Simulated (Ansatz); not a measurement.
# NbSbSe single point

The input, for Ansatz 0.2.0 (plane waves, PAW):

```yaml
crystal:
  lattice:
    - [0.0, 0.0, 5.086714]
    - [3.652811, 0.0, 0.0]
    - [1.826406, 6.50479, -2.543357]
  atoms:
    - { symbol: Nb, position: [0.6188, 0.8812, 0.2376] }
    - { symbol: Nb, position: [0.3812, 0.1188, 0.7624] }
    - { symbol: Sb, position: [0.221, 0.5, 0.0] }
    - { symbol: Sb, position: [0.779, 0.5, 0.0] }
    - { symbol: Se, position: [0.211, 0.789, 0.422] }
    - { symbol: Se, position: [0.789, 0.211, 0.578] }
  symmetry: { tolerance: 0.0003 }
kpoints:
  mp_grid: { grid: [8, 8, 8], shift: [0, 0, 0] }
  band_path:
    path:
      - [0.0, 0.0, 0.0]
      - [0.0, 0.0, -0.5]
      - [0.0, -0.4605817, -0.73029085]
      - [0.0, -0.5394183, -0.26970915]
      - [0.0, 0.0, 0.0]
      - [-0.57643954, 0.0, 0.28821977]
      - [-0.42356046, 0.0, -0.28821977]
      - [0.0, 0.0, -0.5]
      - [0.0, 0.0, 0.0]
      - [0.0, -0.5, -0.5]
      - [-0.5, -0.5, -0.25]
    npoints: 7
magnetization:
  spin_polarized: false
scf:
  occupations: { method: fermi_dirac }
  lower_state_search: "off"
  max_iter: 200
hamiltonian:
  pseudopotentials: { kind: paw }
  xc: pbe
basis:
  ecutwfc: 420
  fft_grid_basis: typed
output:
  forces: true
  stress: true
  eigenvalues: true
  bader: true
  populations: true
  elf: true
  write_potential: true
  volumetric_format: npy
  dos:
    e_range: [-12, 8]
    de: 0.05
    projected: { site_lists: { Nb: [Nb], Sb: [Sb], Se: [Se] } }
  write_density: true
checkpoint:
  read: saved_state
```

Launched with:

```sh
ansatz run input.yaml --threads 1 --pin off --max-ram 2560MiB --backend cpu --events-out ev --progress --plain --runs-dir out
```

The saved state is an earlier solution for the same cell, perhaps on another mesh. 

Parts of the output:

```
Free energy (F): -33011.4484 eV
Harris-Foulkes:  -33011.4484 eV  (|F-HF|=6.67e-9)
Internal energy: -33011.3362 eV  (E = F + TS)
E sigma→0 (E₀):  -33011.3923 eV
Entropy (-TS):   -0.1122 eV (-18.704 meV/atom)
Fermi energy:    14.9548 eV
--- Per-component energies (eV) ---
  E_band       = -1018.3568
  E_kinetic    = 1452.6149
  E_local      = -8452.2067  (includes V_loc(G=0)·N_el)
  E_nonlocal   = -219.0824
  E_hartree    = 3899.8112
  E_xc         = -841.5289
  E_vxc        = -822.2252  (∫ρ·V_xc dr)
  E_paw        = -19126.9713  (= ΣΔE_a)
  E_vpaw       = -777.0804  (= ΣTr[D̂ρ^β])
  E_aug_tail   = -0.0012  (compensation charges beyond the density's cutoff)
  E_ewald      = -9723.9718
  E_smearing   = -0.1122  (= −TS)
--- Stress (GPa, compression-positive) ---
        6.6158       0.0000       0.0000
        0.0000       0.7072       0.0000
        0.0000       0.0000      38.6752
  P = ⅓ Tr σ = 15.3327 GPa (153.327 kbar)
--- Bader charges: 6 sites ---
  site symbol  charge [e]  shift [e]
     0     Nb      1.1131     0.0004
     1     Nb      1.1131     0.0004
     2     Sb     -0.3568     0.0003
     3     Sb     -0.3568     0.0003
     4     Se     -0.7563     0.0001
     5     Se     -0.7563     0.0001
```

Origin: a known structure type with other elements, at an estimated volume, so it need not be a known compound. Caveats: many states at the Fermi level without spin polarisation, so a magnetic state may lie lower; atoms or cell far from equilibrium.

Cost: 2.2 min on 1 thread of Intel(R) Xeon(R) Platinum 8488C (Sapphire Rapids), with other jobs on the host, peak memory 0.75 GiB (start from a saved density).
